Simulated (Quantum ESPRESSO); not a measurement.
## Ga3MgN4 (a curve over one atom's position)

A calculation, not a measurement. The program is pw.x of Quantum ESPRESSO 7.5 (plane-wave density functional theory). The cell is made up: 8 atoms on a rocksalt lattice, with randomly drawn elements, strain and displacements, not relaxed. PseudoDojo standard norm-conserving files (v0.5 for PBE, v0.4.1 for LDA and PBEsol) set the functional; there is no spin polarisation, spin-orbit coupling or dispersion term, and the masses in the input are unused placeholders. A spin-polarised start on this cell or one of its family kept no moment.

Seven runs move atom 5 (N, counted in the order of the input) along x and keep all else fixed.

Input of the run at +0.0083:

```
&control calculation='scf', pseudo_dir='./dojo.nc.sr.pbe.v0_5.standard.upf', outdir='./o', disk_io='medium', tprnfor=.true., tstress=.true. /
&system ibrav=0, nat=8, ntyp=3, nbnd=45, ecutwfc=84.00895049, nosym=.true., tot_charge=0,
 occupations='smearing', smearing='fd', degauss=0.0073498644
/
&electrons conv_thr=7.350e-09, electron_maxstep=60, /
ATOMIC_SPECIES
Ga 1.0 Ga.upf
Mg 1.0 Mg.upf
N 1.0 N.upf
CELL_PARAMETERS angstrom
4.2064 0.0113 0.0589
0.0113 4.285 0.058
0.0589 0.058 4.1685
ATOMIC_POSITIONS angstrom
Ga 0.0148 -0.0496 0.0273
Mg 0.0498 2.2315 2.0234
Ga 2.1151 -0.0361 2.0558
Ga 2.1057 2.1511 0.0413
N 2.1389 -0.0962 0.0337
N 2.2195 2.1457 2.1366
N 4.1931 0.0494 2.2312
N 4.1579 2.2169 0.0809
K_POINTS automatic
6 6 6 1 1 1
```

| shift of atom 5 along x (Å) | free energy less that of the input shown (eV) | Fx on atom 5 (eV/Å) | Fy on atom 5 (eV/Å) | Fz on atom 5 (eV/Å) | pressure (GPa) | iterations |
| --- | --- | --- | --- | --- | --- | --- |
| -0.1656 | 0.0382 | 1.236 | 0.885 | -0.075 | 13.25 | 12 |
| -0.1468 | 0.0174 | 0.985 | 0.894 | -0.074 | 13.05 | 12 |
| +0.0083 | 0.0000 | -0.685 | 0.931 | -0.041 | 12.50 | 12 |
| +0.0732 | 0.0661 | -1.363 | 0.927 | -0.014 | 12.82 | 12 |
| +0.1113 | 0.1264 | -1.810 | 0.919 | 0.004 | 13.16 | 12 |
| +0.1450 | 0.1947 | -2.254 | 0.909 | 0.021 | 13.57 | 12 |

Question: one run is left out of the table, at -0.0654. Estimate its Fx on atom 5 (eV/Å).

Answer: 0.054. The whole row:

| shift of atom 5 along x (Å) | free energy less that of the input shown (eV) | Fx on atom 5 (eV/Å) | Fy on atom 5 (eV/Å) | Fz on atom 5 (eV/Å) | pressure (GPa) | iterations |
| --- | --- | --- | --- | --- | --- | --- |
| -0.0654 | -0.0235 | 0.054 | 0.921 | -0.063 | 12.52 | 12 |

A cubic fit gives dFx/dx = -9.94 eV/Å² at zero shift. Across the table the free energy follows the integral of the force to within 0.2 meV. A rerun of one of the cells at 1437 eV and a 8 x 8 x 8 mesh moved values by no more than 0.003 eV in energy, 0.13 GPa in stress and 0.006 eV/Å in force.